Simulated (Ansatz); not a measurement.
TaSiO:
Space group P4/nmm, origin choice 1 (No. 129); a = 3.266 Å, b = 3.266 Å, c = 6.901 Å, α = 90.00°, β = 90.00°, γ = 90.00°

```tsv
atom	site	symmetry	x	y	z
Ta	2c	4mm	0.5000	0.0000	0.2951
Si	2a	-4m2	0.0000	0.0000	0.0000
O	2c	4mm	0.0000	0.5000	0.3973
```

Relaxed at zero pressure with r²SCAN (plane waves, PAW; program Ansatz).

The volume is lowered by 9 % and shape and atoms relax at that volume. What pressure results, and how do the axes share the change?

24.2 GPa; a -3.5 %, b -3.5 %, c -2.2 %; the energy rises by 76 meV/atom.

Give the new structure.


Space group P4/nmm, origin choice 1 (No. 129); a = b = 3.150 Å, c = 6.750 Å, α = β = γ = 90.00°

| atom | site | symmetry | x | y | z |
|---|---|---|---|---|---|
| Ta | 2c | 4mm | 0.5000 | 0.0000 | 0.2958 |
| Si | 2a | -4m2 | 0.0000 | 0.0000 | 0.0000 |
| O | 2c | 4mm | 0.0000 | 0.5000 | 0.3922 |

The phase is kept; no other phase was compared at this pressure.

The start of the workflow was typed in or built on a structure type; neither database checked (COD, Materials Project) lists it. Whether it is the stable phase at ambient conditions was not checked. Symmetry was held in the r²SCAN relaxation; whether a distortion lowers the energy is not shown. No spin polarisation was allowed. Scalar-relativistic: spin–orbit coupling is off unless named, which matters more the heavier the elements.

Potentials: the earlier of the program's two PAW sets. The files were generated under PBE; for other functionals the program regenerates the frozen cores, and for LDA and PBEsol the local potential too.
